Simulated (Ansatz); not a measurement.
Input for Ansatz (plane-wave DFT, PAW):

```yaml
crystal:
  lattice:
    - [4.4750189964, 0.0, 0.0]
    - [0.0, 4.4750189964, 0.0]
    - [0.0, 0.0, 9.876178674]
  atoms:
    - { symbol: Ba, position: [0.0, 0.5, 0.350501115] }
    - { symbol: Ba, position: [0.5, 0.0, 0.649498885] }
    - { symbol: Zn, position: [0.5, 0.5, 0.0] }
    - { symbol: Zn, position: [0.0, 0.0, 0.0] }
    - { symbol: Sb, position: [0.5, 0.0, 0.1662578249] }
    - { symbol: Sb, position: [0.0, 0.5, 0.8337421751] }
    - { symbol: F, position: [0.5, 0.5, 0.5] }
    - { symbol: F, position: [0.0, 0.0, 0.5] }
basis:
  ecutwfc: 420
kpoints:
  mp_grid: { grid: [8, 8, 4] }
hamiltonian:
  xc: pbe
  dispersion: d3bj
scf:
  occupations: { method: gaussian, width: 0.1 }
output:
  forces: true
  stress: true
  eigenvalues: true
relax:
  adjacent_minimum: "off"
  f_tol: 0.005
  max_steps: 50
  cell: { stress_tol: 0.05 }
```

Launched with
```bash
ansatz run input.yaml --threads 2 --pin off --max-ram 5120MiB --backend cpu --events-out ev --progress --plain --runs-dir out
```

Level of theory: DFT PBE+D3(BJ), scalar-relativistic, plane waves, PAW in Ansatz 0.2.0.

Part of what the program printed, abridged:

```
Pseudopotentials: kind: paw
Pseudopotential: Ba, paw, valence charge 10, recommended cutoff 420 eV (normal)
Pseudopotential: Zn, paw, valence charge 12, recommended cutoff 420 eV (normal)
Pseudopotential: Sb, paw, valence charge 15, recommended cutoff 420 eV (normal)
Pseudopotential: F, paw, valence charge 7, recommended cutoff 420 eV (normal)
Functional definition: PBE
Crystal: 8 atoms, lattice volume = 197.778 Å³
Basis set: ecut = 420 eV, 3889 PW (Γ), exchange–correlation on 60×60×144 points (8 copies of the dense FFT grid, shifted against one another)
Bands: 53, of which v1, the nominal top of the filled ones, is band 44 counted from 1 (43 counted from 0)
Symmetry: 16 space group operations
Space group: P4/nmm (ITA 129), of the structure as read, at distance tolerance 5.8e-5 Å
k-points: 45 of 256
Initial density: superposition of atomic densities (neutral atoms: chi_scale 0, normalization atom), corrected by the library's trained network
Initial wavefunctions: pseudopotential atomic-orbital guess
Functional: x = pbe(κ = 0.804, μ = 0.21951497), c = pbe(β = 0.06672455)
SCF iter   1: F=—  HF=-33134.035248 eV  |F-HF|=—  |Δ(HF+E_count)|=         —  Δρ=1.64e-3  dr2=5.40e-3  ethr=1.77e-3  ⟨swp⟩=10.4  Hψ=11798  notcnv=0
SCF iter   2: F=—  HF=-33134.039512 eV  |F-HF|=—  |Δ(HF+E_count)|=   4.26e-3  Δρ=2.29e-3  dr2=8.18e-3  ethr=6.14e-6  ⟨swp⟩=2.1  Hψ=4733  notcnv=0
SCF iter   3: F=—  HF=-33134.037620 eV  |F-HF|=—  |Δ(HF+E_count)|=   1.89e-3  Δρ=1.59e-3  dr2=3.17e-3  ethr=6.14e-6  ⟨swp⟩=2.5  Hψ=4239  notcnv=0
SCF iter   4: F=—  HF=-33134.036822 eV  |F-HF|=—  |Δ(HF+E_count)|=   7.98e-4  Δρ=2.04e-4  dr2=1.22e-4  ethr=3.60e-6  ⟨swp⟩=2.0  Hψ=3587  notcnv=0
SCF iter   5: F=—  HF=-33134.036777 eV  |F-HF|=—  |Δ(HF+E_count)|=   4.49e-5  Δρ=4.96e-5  dr2=1.28e-5  ethr=1.39e-7  ⟨swp⟩=2.0  Hψ=4699  notcnv=0
SCF iter   6: F=—  HF=-33134.037022 eV  |F-HF|=—  |Δ(HF+E_count)|=   2.45e-4  Δρ=1.89e-5  dr2=5.44e-7  ethr=1.45e-8  ⟨swp⟩=2.0  Hψ=4203  notcnv=0
SCF iter   7: F=-33134.037022 eV  HF=-33134.037022 eV  |F-HF|=1.47e-8  |Δ(HF+E_count)|=   2.94e-8  Δρ=5.40e-6  dr2=4.45e-8  ethr=1.14e-10  ⟨swp⟩=10.9  Hψ=12129  notcnv=0
SCF 1 converged in 7 iterations: F = -33134.037022 eV  dr2 = 4.45e-8
relax step   1: F+E_penalty+E_count = -33134.03702161 eV  Δ(F+E_penalty+E_count) = +0.000e0 eV  max|allowed force component| = 4.484e-2 eV/Å  Δτ_max = 0.0000 Å  P = -1.847 GPa  Ω = 197.778 Å³  (7 SCF iters, dr2 threshold 1.00e-7 eV, accepted)
Crystal: 8 atoms, lattice volume = 174.545 Å³
Basis set: ecut = 420 eV, 3399 PW (Γ), exchange–correlation on 60×60×144 points (8 copies of the dense FFT grid, shifted against one another)
Initial density: handed on by an earlier stage of this run
Initial wavefunctions: those handed on with the density
SCF iter   1: F=—  HF=-33134.244920 eV  |F-HF|=—  |Δ(HF+E_count)|=         —  Δρ=2.02e-2  dr2=1.81e0  ethr=2.02e-3  ⟨swp⟩=1.1  Hψ=14133  notcnv=0
SCF iter   2: F=—  HF=-33134.006508 eV  |F-HF|=—  |Δ(HF+E_count)|=   2.38e-1  Δρ=9.06e-3  dr2=7.81e-1  ethr=2.02e-3  ⟨swp⟩=2.5  Hψ=3369  notcnv=0  defer=1
SCF iter   3: F=—  HF=-33133.832219 eV  |F-HF|=—  |Δ(HF+E_count)|=   1.74e-1  Δρ=3.99e-3  dr2=1.88e-1  ethr=8.87e-4  ⟨swp⟩=3.0  Hψ=3369  notcnv=0  defer=171
SCF iter   4: F=—  HF=-33133.777256 eV  |F-HF|=—  |Δ(HF+E_count)|=   5.50e-2  Δρ=2.48e-3  dr2=1.54e-2  ethr=2.14e-4  ⟨swp⟩=3.0  Hψ=3923  notcnv=0  defer=171
SCF iter   5: F=—  HF=-33133.780264 eV  |F-HF|=—  |Δ(HF+E_count)|=   3.01e-3  Δρ=3.22e-3  dr2=1.12e-2  ethr=1.75e-5  ⟨swp⟩=2.0  Hψ=4068  notcnv=0  defer=175
SCF iter   6: F=—  HF=-33133.774079 eV  |F-HF|=—  |Δ(HF+E_count)|=   6.19e-3  Δρ=4.11e-4  dr2=2.44e-4  ethr=1.27e-5  ⟨swp⟩=2.0  Hψ=3358  notcnv=0  defer=175
SCF iter   7: F=—  HF=-33133.774174 eV  |F-HF|=—  |Δ(HF+E_count)|=   9.48e-5  Δρ=1.02e-4  dr2=1.65e-5  ethr=2.77e-7  ⟨swp⟩=2.0  Hψ=4046  notcnv=0  defer=175
SCF iter   8: F=—  HF=-33133.774187 eV  |F-HF|=—  |Δ(HF+E_count)|=   1.25e-5  Δρ=2.84e-5  dr2=1.61e-6  ethr=1.87e-8  ⟨swp⟩=2.0  Hψ=4193  notcnv=0  defer=175
SCF iter   9: F=-33133.774187 eV  HF=-33133.774187 eV  |F-HF|=2.71e-9  |Δ(HF+E_count)|=   8.46e-7  Δρ=7.25e-6  dr2=1.58e-7  ethr=9.09e-10  ⟨swp⟩=13.9  Hψ=13141  notcnv=0
SCF 2 converged in 9 iterations: F = -33133.774187 eV  dr2 = 1.58e-7
relax step   2: F+E_penalty+E_count = -33133.77418748 eV  Δ(F+E_penalty+E_count) = +2.628e-1 eV  max|allowed force component| = 8.683e-1 eV/Å  Δτ_max = 0.1539 Å  P = +3.544 GPa  Ω = 174.545 Å³  energy of the carried Pulay correction = +2.234e-2 eV  (9 SCF iters, dr2 threshold 8.00e-7 eV, rejected (line search))
Crystal: 8 atoms, lattice volume = 190.615 Å³
Basis set: ecut = 420 eV, 3745 PW (Γ), exchange–correlation on 60×60×144 points (8 copies of the dense FFT grid, shifted against one another)
SCF iter   1: F=—  HF=-33134.402339 eV  |F-HF|=—  |Δ(HF+E_count)|=         —  Δρ=1.41e-2  dr2=1.14e0  ethr=1.28e-3  ⟨swp⟩=1.0  Hψ=12645  notcnv=0
SCF iter   2: F=—  HF=-33135.251887 eV  |F-HF|=—  |Δ(HF+E_count)|=   8.50e-1  Δρ=3.95e-2  dr2=5.07e0  ethr=1.28e-3  ⟨swp⟩=4.8  Hψ=7320  notcnv=0  defer=127  recentre
SCF iter   3: F=—  HF=-33134.100654 eV  |F-HF|=—  |Δ(HF+E_count)|=    1.15e0  Δρ=3.02e-3  dr2=3.82e-2  ethr=1.28e-3  ⟨swp⟩=4.3  Hψ=4852  notcnv=0  defer=164
SCF iter   4: F=—  HF=-33134.092116 eV  |F-HF|=—  |Δ(HF+E_count)|=   8.54e-3  Δρ=1.51e-3  dr2=1.32e-2  ethr=4.35e-5  ⟨swp⟩=1.4  Hψ=2772  notcnv=0  defer=164
SCF iter   5: F=—  HF=-33134.089254 eV  |F-HF|=—  |Δ(HF+E_count)|=   2.86e-3  Δρ=5.47e-4  dr2=8.77e-4  ethr=1.50e-5  ⟨swp⟩=2.0  Hψ=2996  notcnv=0  defer=164
SCF iter   6: F=—  HF=-33134.089359 eV  |F-HF|=—  |Δ(HF+E_count)|=   1.05e-4  Δρ=3.64e-4  dr2=1.90e-4  ethr=9.97e-7  ⟨swp⟩=2.0  Hψ=3282  notcnv=0  defer=164
SCF iter   7: F=—  HF=-33134.089278 eV  |F-HF|=—  |Δ(HF+E_count)|=   8.11e-5  Δρ=1.43e-4  dr2=4.57e-5  ethr=2.16e-7  ⟨swp⟩=2.0  Hψ=3290  notcnv=0  defer=164
SCF iter   8: F=—  HF=-33134.089415 eV  |F-HF|=—  |Δ(HF+E_count)|=   1.37e-4  Δρ=3.67e-5  dr2=4.12e-6  ethr=5.19e-8  ⟨swp⟩=2.0  Hψ=3581  notcnv=0  defer=164
SCF iter   9: F=—  HF=-33134.089417 eV  |F-HF|=—  |Δ(HF+E_count)|=   2.90e-6  Δρ=1.43e-5  dr2=6.25e-7  ethr=4.68e-9  ⟨swp⟩=2.1  Hψ=3567  notcnv=0  defer=164
SCF iter  10: F=—  HF=-33134.089418 eV  |F-HF|=—  |Δ(HF+E_count)|=   2.06e-7  Δρ=5.70e-6  dr2=8.70e-8  ethr=7.10e-10  ⟨swp⟩=2.0  Hψ=4158  notcnv=0  defer=164
SCF iter  11: F=—  HF=-33134.089418 eV  |F-HF|=—  |Δ(HF+E_count)|=   3.27e-8  Δρ=2.73e-6  dr2=1.61e-8  ethr=9.89e-11  ⟨swp⟩=2.0  Hψ=4204  notcnv=0  defer=164
SCF iter  12: F=—  HF=-33134.089418 eV  |F-HF|=—  |Δ(HF+E_count)|=   1.21e-8  Δρ=2.07e-6  dr2=7.29e-9  ethr=1.83e-11  ⟨swp⟩=2.0  Hψ=4161  notcnv=0  defer=164
SCF iter  13: F=—  HF=-33134.089418 eV  |F-HF|=—  |Δ(HF+E_count)|=  6.91e-10  Δρ=6.03e-7  dr2=5.43e-10  ethr=8.28e-12  ⟨swp⟩=2.0  Hψ=3664  notcnv=0  defer=164
SCF iter  14: F=—  HF=-33134.089418 eV  |F-HF|=—  |Δ(HF+E_count)|=  1.75e-10  Δρ=2.20e-7  dr2=1.06e-10  ethr=1.00e-12  ⟨swp⟩=2.0  Hψ=3632  notcnv=0  defer=164
SCF iter  15: F=-33134.089418 eV  HF=-33134.089418 eV  |F-HF|=7.28e-11  |Δ(HF+E_count)|=  3.64e-11  Δρ=1.59e-7  dr2=4.46e-11  ethr=1.00e-12  ⟨swp⟩=13.5  Hψ=11334  notcnv=0
SCF 3 converged in 15 iterations: F = -33134.089418 eV  dr2 = 4.46e-11
relax step   3: F+E_penalty+E_count = -33134.08941770 eV  Δ(F+E_penalty+E_count) = -5.240e-2 eV  max|allowed force component| = 9.451e-2 eV/Å  Δτ_max = 0.0240 Å  P = -0.228 GPa  Ω = 190.615 Å³  energy of the carried Pulay correction = +6.603e-3 eV  (15 SCF iters, accepted)
Crystal: 8 atoms, lattice volume = 189.546 Å³
Basis set: ecut = 420 eV, 3721 PW (Γ), exchange–correlation on 60×60×144 points (8 copies of the dense FFT grid, shifted against one another)
SCF iter   1: F=—  HF=-33134.094563 eV  |F-HF|=—  |Δ(HF+E_count)|=         —  Δρ=1.06e-3  dr2=5.79e-3  ethr=5.88e-6  ⟨swp⟩=2.2  Hψ=11121  notcnv=0
SCF iter   2: F=—  HF=-33134.093443 eV  |F-HF|=—  |Δ(HF+E_count)|=   1.12e-3  Δρ=4.84e-4  dr2=1.11e-3  ethr=5.88e-6  ⟨swp⟩=2.0  Hψ=3179  notcnv=0
SCF iter   3: F=—  HF=-33134.093164 eV  |F-HF|=—  |Δ(HF+E_count)|=   2.78e-4  Δρ=2.32e-4  dr2=2.52e-4  ethr=1.27e-6  ⟨swp⟩=2.0  Hψ=3726  notcnv=0
SCF iter   4: F=—  HF=-33134.093223 eV  |F-HF|=—  |Δ(HF+E_count)|=   5.91e-5  Δρ=8.47e-5  dr2=2.07e-5  ethr=2.86e-7  ⟨swp⟩=2.0  Hψ=3694  notcnv=0
SCF iter   5: F=—  HF=-33134.093220 eV  |F-HF|=—  |Δ(HF+E_count)|=   2.76e-6  Δρ=4.91e-5  dr2=3.32e-6  ethr=2.36e-8  ⟨swp⟩=2.0  Hψ=3704  notcnv=0
SCF iter   6: F=—  HF=-33134.093219 eV  |F-HF|=—  |Δ(HF+E_count)|=   1.19e-6  Δρ=2.22e-5  dr2=6.47e-7  ethr=6.34e-10  ⟨swp⟩=8.6  Hψ=12466  notcnv=0
SCF iter   7: F=-33134.093219 eV  HF=-33134.093219 eV  |F-HF|=5.09e-8  |Δ(HF+E_count)|=   1.28e-7  Δρ=5.22e-6  dr2=4.52e-8  ethr=6.34e-10  ⟨swp⟩=4.8  Hψ=8323  notcnv=0
SCF 4 converged in 7 iterations: F = -33134.093219 eV  dr2 = 4.52e-8
relax step   4: F+E_penalty+E_count = -33134.09321948 eV  Δ(F+E_penalty+E_count) = -3.802e-3 eV  max|allowed force component| = 5.904e-2 eV/Å  Δτ_max = 0.0144 Å  P = -0.042 GPa  Ω = 189.546 Å³  energy of the carried Pulay correction = +7.609e-3 eV  (7 SCF iters, dr2 threshold 5.58e-7 eV, accepted)
Crystal: 8 atoms, lattice volume = 189.379 Å³
SCF iter   1: F=—  HF=-33134.093840 eV  |F-HF|=—  |Δ(HF+E_count)|=         —  Δρ=4.56e-4  dr2=8.63e-4  ethr=1.04e-6  ⟨swp⟩=2.8  Hψ=11189  notcnv=0
SCF iter   2: F=—  HF=-33134.093701 eV  |F-HF|=—  |Δ(HF+E_count)|=   1.38e-4  Δρ=1.98e-4  dr2=1.27e-4  ethr=9.80e-7  ⟨swp⟩=2.0  Hψ=2529  notcnv=0
SCF iter   3: F=—  HF=-33134.093820 eV  |F-HF|=—  |Δ(HF+E_count)|=   1.19e-4  Δρ=9.11e-5  dr2=1.19e-5  ethr=1.45e-7  ⟨swp⟩=2.6  Hψ=3428  notcnv=0
SCF iter   4: F=—  HF=-33134.093818 eV  |F-HF|=—  |Δ(HF+E_count)|=   2.30e-6  Δρ=3.77e-5  dr2=1.98e-6  ethr=1.35e-8  ⟨swp⟩=2.0  Hψ=3793  notcnv=0
SCF iter   5: F=—  HF=-33134.093817 eV  |F-HF|=—  |Δ(HF+E_count)|=   4.81e-7  Δρ=1.19e-5  dr2=3.01e-7  ethr=2.25e-9  ⟨swp⟩=2.0  Hψ=3473  notcnv=0
SCF iter   6: F=-33134.093817 eV  HF=-33134.093817 eV  |F-HF|=2.51e-9  |Δ(HF+E_count)|=   4.34e-8  Δρ=5.87e-6  dr2=5.95e-8  ethr=2.48e-10  ⟨swp⟩=7.6  Hψ=11499  notcnv=0
SCF 5 converged in 6 iterations: F = -33134.093817 eV  dr2 = 5.95e-8
relax step   5: F+E_penalty+E_count = -33134.09381719 eV  Δ(F+E_penalty+E_count) = -5.977e-4 eV  max|allowed force component| = 4.859e-2 eV/Å  Δτ_max = 0.0115 Å  P = +0.070 GPa  Ω = 189.379 Å³  energy of the carried Pulay correction = +7.767e-3 eV  (6 SCF iters, dr2 threshold 2.18e-7 eV, accepted)
Crystal: 8 atoms, lattice volume = 189.443 Å³
SCF iter   1: F=—  HF=-33134.093957 eV  |F-HF|=—  |Δ(HF+E_count)|=         —  Δρ=1.86e-4  dr2=1.92e-4  ethr=2.50e-7  ⟨swp⟩=3.5  Hψ=10753  notcnv=0
SCF iter   2: F=—  HF=-33134.093928 eV  |F-HF|=—  |Δ(HF+E_count)|=   2.88e-5  Δρ=8.35e-5  dr2=3.12e-5  ethr=2.18e-7  ⟨swp⟩=2.0  Hψ=2532  notcnv=0
SCF iter   3: F=—  HF=-33134.094062 eV  |F-HF|=—  |Δ(HF+E_count)|=   1.34e-4  Δρ=2.52e-5  dr2=1.44e-6  ethr=3.55e-8  ⟨swp⟩=2.0  Hψ=2621  notcnv=0
SCF iter   4: F=—  HF=-33134.094062 eV  |F-HF|=—  |Δ(HF+E_count)|=   2.25e-7  Δρ=1.67e-5  dr2=3.62e-7  ethr=1.68e-10  ⟨swp⟩=8.0  Hψ=12426  notcnv=0
SCF iter   5: F=-33134.094062 eV  HF=-33134.094062 eV  |F-HF|=1.14e-8  |Δ(HF+E_count)|=   1.05e-7  Δρ=3.87e-6  dr2=3.66e-8  ethr=1.68e-10  ⟨swp⟩=5.1  Hψ=8498  notcnv=0
SCF 6 converged in 5 iterations: F = -33134.094062 eV  dr2 = 3.66e-8
relax step   6: F+E_penalty+E_count = -33134.09406157 eV  Δ(F+E_penalty+E_count) = -2.444e-4 eV  max|allowed force component| = 3.942e-3 eV/Å  Δτ_max = 0.0055 Å  P = +0.001 GPa  Ω = 189.443 Å³  energy of the carried Pulay correction = +7.706e-3 eV  (5 SCF iters, dr2 threshold 1.48e-7 eV, accepted)
Initial wavefunctions: pseudopotential atomic-orbital guess (no wavefunctions were taken with the density)
SCF iter   1: F=—  HF=-33134.087846 eV  |F-HF|=—  |Δ(HF+E_count)|=         —  Δρ=1.79e-4  dr2=8.99e-6  ethr=8.58e-7  ⟨swp⟩=2.9  Hψ=16750  notcnv=0
SCF iter   2: F=—  HF=-33134.087994 eV  |F-HF|=—  |Δ(HF+E_count)|=   1.48e-4  Δρ=9.85e-5  dr2=6.31e-6  ethr=1.02e-8  ⟨swp⟩=2.0  Hψ=4258  notcnv=0
SCF iter   3: F=—  HF=-33134.087995 eV  |F-HF|=—  |Δ(HF+E_count)|=   7.69e-7  Δρ=3.64e-5  dr2=3.66e-7  ethr=7.18e-9  ⟨swp⟩=2.0  Hψ=3080  notcnv=0
SCF iter   4: F=—  HF=-33134.087995 eV  |F-HF|=—  |Δ(HF+E_count)|=   2.67e-7  Δρ=1.10e-5  dr2=1.19e-7  ethr=4.16e-10  ⟨swp⟩=2.0  Hψ=3828  notcnv=0
SCF iter   5: F=—  HF=-33134.087995 eV  |F-HF|=—  |Δ(HF+E_count)|=   4.14e-8  Δρ=1.87e-6  dr2=3.31e-9  ethr=1.35e-10  ⟨swp⟩=2.0  Hψ=3663  notcnv=0
SCF iter   6: F=—  HF=-33134.087995 eV  |F-HF|=—  |Δ(HF+E_count)|=   9.45e-9  Δρ=7.26e-7  dr2=6.54e-10  ethr=3.76e-12  ⟨swp⟩=2.0  Hψ=3822  notcnv=0
SCF iter   7: F=-33134.087995 eV  HF=-33134.087995 eV  |F-HF|=7.28e-12  |Δ(HF+E_count)|=  2.62e-10  Δρ=1.35e-7  dr2=5.91e-11  ethr=1.00e-12  ⟨swp⟩=5.1  Hψ=11690  notcnv=0
SCF 7 converged in 7 iterations: F = -33134.087995 eV  dr2 = 5.91e-11
Crystal: 8 atoms, lattice volume = 189.151 Å³
SCF iter   1: F=—  HF=-33134.088233 eV  |F-HF|=—  |Δ(HF+E_count)|=         —  Δρ=1.84e-4  dr2=7.78e-5  ethr=7.72e-8  ⟨swp⟩=3.0  Hψ=11928  notcnv=0
SCF iter   2: F=—  HF=-33134.088361 eV  |F-HF|=—  |Δ(HF+E_count)|=   1.28e-4  Δρ=9.78e-5  dr2=1.27e-5  ethr=7.72e-8  ⟨swp⟩=2.0  Hψ=3584  notcnv=0
SCF iter   3: F=—  HF=-33134.088357 eV  |F-HF|=—  |Δ(HF+E_count)|=   3.79e-6  Δρ=4.02e-5  dr2=4.57e-6  ethr=1.45e-8  ⟨swp⟩=2.0  Hψ=3346  notcnv=0
SCF iter   4: F=—  HF=-33134.088356 eV  |F-HF|=—  |Δ(HF+E_count)|=   1.13e-6  Δρ=9.82e-6  dr2=1.43e-7  ethr=5.19e-9  ⟨swp⟩=2.0  Hψ=3736  notcnv=0
SCF iter   5: F=—  HF=-33134.088356 eV  |F-HF|=—  |Δ(HF+E_count)|=   9.92e-8  Δρ=8.96e-6  dr2=9.31e-8  ethr=1.63e-10  ⟨swp⟩=2.0  Hψ=3548  notcnv=0
SCF iter   6: F=-33134.088356 eV  HF=-33134.088356 eV  |F-HF|=5.68e-10  |Δ(HF+E_count)|=   4.71e-8  Δρ=1.47e-6  dr2=3.09e-9  ethr=1.93e-11  ⟨swp⟩=3.8  Hψ=10003  notcnv=0
SCF 8 converged in 6 iterations: F = -33134.088356 eV  dr2 = 3.09e-9
relax step   8: F+E_penalty+E_count = -33134.08835613 eV  Δ(F+E_penalty+E_count) = -3.609e-4 eV  max|allowed force component| = 3.568e-4 eV/Å  Δτ_max = 0.0024 Å  P = +0.002 GPa  Ω = 189.151 Å³  energy of the carried Pulay correction = +2.711e-4 eV  (6 SCF iters, dr2 threshold 1.70e-8 eV, accepted)
SCF iter   1: F=—  HF=-33134.087946 eV  |F-HF|=—  |Δ(HF+E_count)|=         —  Δρ=9.74e-6  dr2=5.55e-8  ethr=8.84e-7  ⟨swp⟩=2.8  Hψ=16731  notcnv=0
SCF iter   2: F=—  HF=-33134.088094 eV  |F-HF|=—  |Δ(HF+E_count)|=   1.48e-4  Δρ=5.81e-6  dr2=2.12e-8  ethr=6.31e-11  ⟨swp⟩=4.0  Hψ=6621  notcnv=0
SCF iter   3: F=—  HF=-33134.088094 eV  |F-HF|=—  |Δ(HF+E_count)|=   3.64e-9  Δρ=2.64e-6  dr2=4.85e-9  ethr=2.40e-11  ⟨swp⟩=2.0  Hψ=3555  notcnv=0
SCF iter   4: F=—  HF=-33134.088094 eV  |F-HF|=—  |Δ(HF+E_count)|=   2.95e-9  Δρ=1.08e-6  dr2=1.01e-9  ethr=5.51e-12  ⟨swp⟩=3.0  Hψ=4140  notcnv=0
SCF iter   5: F=-33134.088094 eV  HF=-33134.088094 eV  |F-HF|=5.82e-11  |Δ(HF+E_count)|=  2.26e-10  Δρ=2.53e-7  dr2=7.82e-11  ethr=1.00e-12  ⟨swp⟩=5.4  Hψ=11736  notcnv=0
SCF 9 converged in 5 iterations: F = -33134.088094 eV  dr2 = 7.82e-11
SCF converged after 5 iterations
Free energy (F): -33134.088094 eV
Harris-Foulkes:  -33134.088094 eV  (|F-HF|=5.82e-11)
Internal energy: -33134.084814 eV  (E = F + TS)
E sigma→0 (E₀):  -33134.086454 eV
Entropy (-TS):   -0.003280 eV (-0.410 meV/atom)
Fermi energy:    9.390484 eV
--- Per-component energies (eV) ---
  E_band       = -384.302870
  E_kinetic    = 1431.737397
  E_local      = -9326.115153  (includes V_loc(G=0)·N_el)
  E_nonlocal   = 2212.808006
  E_hartree    = 4031.946360
  E_xc         = -1050.980691
  E_vxc        = -777.518898  (∫ρ·V_xc dr)
  E_paw        = -23660.301411  (= ΣΔE_a)
  E_vpaw       = -1989.110162  (= ΣTr[D̂ρ^β])
  E_aug_tail   = 0.003383  (compensation charges beyond the density's cutoff)
  E_ewald      = -6770.819679
  E_disp       = -2.363025  (pairwise vdW)
  E_smearing   = -0.003280  (= −TS)
--- Forces (eV/Å), atoms counted from 1 ---
  atom   1  Ba     0.00000000     0.00000000    -0.00034850
  atom   2  Ba     0.00000000     0.00000000     0.00034850
  atom   3  Zn     0.00000000     0.00000000     0.00000000
  atom   4  Zn     0.00000000     0.00000000     0.00000000
  atom   5  Sb     0.00000000     0.00000000    -0.00003374
  atom   6  Sb     0.00000000     0.00000000     0.00003374
  atom   7  F      0.00000000     0.00000000     0.00000000
  atom   8  F      0.00000000     0.00000000     0.00000000
--- Stress (GPa, compression-positive) ---
        0.000878       0.000000       0.000000
        0.000000       0.000878       0.000000
        0.000000       0.000000      -0.000312
  P = ⅓ Tr σ = 0.0005 GPa (0.005 kbar)
--- Band table (eV; the first three rows and the last of 45) ---
  k-point 0: bands = ["-18.9229", "-18.9218", "-18.9162", "-18.9158", "-18.9158", "-18.9152", "-18.9138", "-18.9138", "-18.8969", "-18.8964", "-18.5534", "-18.3749", "-14.6221", "-14.6074", "-3.7626", "-3.7626", "-3.6514", "-3.6289", "-3.5117", "-3.5117", "-1.0184", "0.0775", "1.8647", "1.9444", "1.9444", "1.9586", "2.1201", "2.1724", "2.1724", "2.2311", "2.2727", "2.4276", "3.4772", "3.5424", "3.5424", "3.5470", "4.1293", "4.1293", "5.2842", "7.3306", "7.3306", "8.5536", "8.8890", "9.3645", "9.3645", "10.7143", "11.2750", "11.5298", "12.1491", "13.4126", "13.4210", "13.6287", "13.6287"]
  k-point 1: bands = ["-18.9229", "-18.9218", "-18.9162", "-18.9158", "-18.9158", "-18.9152", "-18.9138", "-18.9138", "-18.8969", "-18.8964", "-18.5533", "-18.3749", "-14.6221", "-14.6074", "-3.7625", "-3.7625", "-3.6772", "-3.6029", "-3.5118", "-3.5118", "-1.0165", "0.0816", "1.8647", "1.9439", "1.9439", "1.9550", "2.1354", "2.1724", "2.1724", "2.2308", "2.2727", "2.4276", "3.4435", "3.4777", "3.5450", "3.5450", "4.1268", "4.1268", "5.4497", "7.3350", "7.3350", "8.3940", "8.9161", "9.3546", "9.3546", "10.7340", "11.0033", "11.9052", "12.5790", "12.8936", "13.4252", "13.6423", "13.6423"]
  k-point 2: bands = ["-18.9229", "-18.9218", "-18.9162", "-18.9158", "-18.9158", "-18.9152", "-18.9138", "-18.9138", "-18.8969", "-18.8964", "-18.5533", "-18.3750", "-14.6221", "-14.6074", "-3.7625", "-3.7625", "-3.6913", "-3.5887", "-3.5118", "-3.5118", "-1.0147", "0.0857", "1.8647", "1.9434", "1.9434", "1.9517", "2.1515", "2.1724", "2.1724", "2.2306", "2.2727", "2.4276", "3.3499", "3.4784", "3.5477", "3.5477", "4.1242", "4.1242", "5.6132", "7.3394", "7.3394", "8.2319", "8.9452", "9.3448", "9.3448", "10.8181", "10.8197", "12.1881", "12.6390", "13.0011", "13.4295", "13.6561", "13.6561"]
  k-point 44: bands = ["-18.9221", "-18.9221", "-18.9175", "-18.9175", "-18.9166", "-18.9166", "-18.9143", "-18.9143", "-18.8942", "-18.8942", "-18.3599", "-18.3599", "-14.7643", "-14.7643", "-3.8337", "-3.8337", "-3.7867", "-3.7867", "-3.5403", "-3.5403", "0.1854", "0.1854", "1.8992", "1.8992", "2.1111", "2.1111", "2.1720", "2.1720", "2.2185", "2.2185", "2.4149", "2.4149", "3.5047", "3.5047", "4.0696", "4.0696", "4.0764", "4.0764", "4.5731", "4.5731", "6.7504", "6.7504", "6.8592", "6.8592", "11.3669", "11.3669", "11.5711", "11.5711", "13.3999", "13.3999", "13.9569", "13.9569", "15.4302"]
--- Relaxed structure (7 steps of the walk, 6 accepted, 2 SCFs on fresh bases) ---
  F+E_penalty+E_count = -33134.08809394 eV   max|allowed force component| = 3.485e-4 eV/Å   (the final SCF, on the basis selected at the relaxed cell)
  cell:  # Å, volume = 189.1510 Å³
    - [4.42350402, 0.0, 0.0]
    - [0.0, 4.42350402, 0.0]
    - [0.0, 0.0, 9.66664359]
  atoms:
    - { symbol: Ba, position: [0.0, 0.5, 0.34807995] }
    - { symbol: Ba, position: [0.5, 0.0, 0.65192004] }
    - { symbol: Zn, position: [0.5, 0.5, 0.0] }
    - { symbol: Zn, position: [0.0, 0.0, 0.0] }
    - { symbol: Sb, position: [0.5, 0.0, 0.16851667] }
    - { symbol: Sb, position: [0.0, 0.5, 0.83148332] }
    - { symbol: F, position: [0.5, 0.5, 0.5] }
    - { symbol: F, position: [0.0, 0.0, 0.5] }
```

The relaxation met its thresholds.